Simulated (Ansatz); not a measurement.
# Orbital-resolved density of states of ZrH

```
CELL_PARAMETERS angstrom
3.24279 0.00000 0.00000
0.00000 3.24279 0.00000
0.00000 0.00000 4.94800
ATOMIC_POSITIONS crystal
Zr 0.00000 0.50000 0.00000
Zr 0.50000 0.00000 0.50000
H 0.00000 0.00000 0.75000
H 0.00000 0.00000 0.25000
```

Atom numbers follow the list: Zr1, Zr2, H3, H4.

The geometry is COD entry 1540981, unchecked; take it as a test cell.

Computed with Ansatz 0.2.0, DFT, PBEsol, all-electron LAPW, scalar-relativistic.

Settings: a Γ-centred 9×9×6 k mesh, Fermi–Dirac smearing of 0.02 eV, basis error target 0.5 meV/atom, no spin polarisation.

States per eV for one atom of each kind, in 0.4 eV bins named by their centres, from the Fermi level, projected on a minimal set of Löwdin-orthogonalised atomic shells; orbitals are real harmonics on the Cartesian axes, equal curves share a column, and empty bins are left out, as is all above 3.2 eV, near the top of the computed bands.

Zr1 4d:

```
# E all dz2 dxz dyz dx2-y2 dxy
-7.9 0.01 0.00 0.00 0.00 0.01 0.00
-7.5 0.02 0.00 0.00 0.00 0.02 0.00
-7.1 0.17 0.00 0.00 0.09 0.08 0.00
-6.7 0.19 0.00 0.00 0.10 0.08 0.00
-6.3 0.32 0.00 0.00 0.26 0.05 0.00
-5.9 0.13 0.00 0.00 0.11 0.01 0.00
-5.5 0.19 0.01 0.00 0.15 0.03 0.01
-5.1 0.30 0.01 0.01 0.24 0.03 0.01
-4.7 0.11 0.01 0.00 0.09 0.01 0.01
-4.3 0.03 0.00 0.00 0.02 0.00 0.00
-2.7 0.16 0.05 0.01 0.00 0.05 0.05
-2.3 0.70 0.14 0.13 0.00 0.24 0.18
-1.9 1.31 0.29 0.22 0.01 0.41 0.37
-1.5 1.08 0.34 0.25 0.03 0.16 0.31
-1.1 1.00 0.30 0.36 0.03 0.06 0.24
-0.7 0.84 0.21 0.34 0.04 0.06 0.19
-0.3 0.95 0.19 0.39 0.05 0.22 0.11
0.1 0.97 0.25 0.27 0.05 0.31 0.09
0.5 1.28 0.27 0.29 0.14 0.43 0.16
0.9 0.92 0.10 0.19 0.29 0.14 0.21
1.3 1.21 0.19 0.24 0.28 0.18 0.32
1.7 1.18 0.38 0.17 0.14 0.12 0.37
2.1 1.21 0.49 0.13 0.12 0.09 0.38
2.5 1.11 0.26 0.14 0.19 0.14 0.38
2.9 0.93 0.19 0.12 0.19 0.16 0.28
```

Zr1 5s:

```
# E all
-8.3 0.02
-7.9 0.05
-7.5 0.07
-7.1 0.13
-6.7 0.11
-6.3 0.07
-5.9 0.03
-5.5 0.07
-5.1 0.08
-4.7 0.03
-4.3 0.01
-2.7 0.03
-2.3 0.15
-1.9 0.28
-1.5 0.11
-1.1 0.07
-0.7 0.06
-0.3 0.09
0.1 0.05
0.5 0.06
0.9 0.03
1.3 0.03
1.7 0.03
2.1 0.03
2.5 0.03
2.9 0.02
```

H3 1s:

```
# E all
-8.3 0.01
-7.9 0.04
-7.5 0.08
-7.1 0.25
-6.7 0.28
-6.3 0.35
-5.9 0.15
-5.5 0.35
-5.1 0.61
-4.7 0.32
-4.3 0.14
-3.9 0.02
-2.3 0.02
-1.9 0.04
-1.5 0.02
-1.1 0.01
-0.3 0.01
0.1 0.01
1.7 0.01
2.1 0.01
2.5 0.01
2.9 0.01
```
